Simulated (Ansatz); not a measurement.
NbP (CsCl type, Pm-3m), DFT-r²SCAN in the program Ansatz with PAW potentials, all energies at zero smearing, with the estimated change up to a 700 eV cutoff added, with one set of potentials and settings (totals compare only within such a set). Cell of 2 atoms (1 Nb, 1 P): -5324.166 eV.

```
element             reference phase  E (eV/atom)
-------  --------------------------  -----------
Nb       Im-3m, 1 atoms in the cell   -4563.6321
P         Cmce, 4 atoms in the cell    -759.1646
```

Formation energy per atom, worked out: (-5324.166 − 1×(-4563.6321) − 1×(-759.1646))/2 = -0.684 eV/atom (-66 kJ per mol of atoms), at 0 K, without zero-point energy or fitted corrections.

A made-up cell: these elements were put on the sites of a structure type; neither database checked (COD, Materials Project) lists it. COD files the formula under space group No. 141, so this cell is another polymorph or a model. Whether it is the stable phase at ambient conditions was not checked. The cell was relaxed with r²SCAN under the symmetry of its start; of distortions, only those at the zone centre were tested. The run is not spin-polarised. The references are the lowest solids computed at this level, not always the standard phases.

Potentials: the later of the program's two PAW sets.
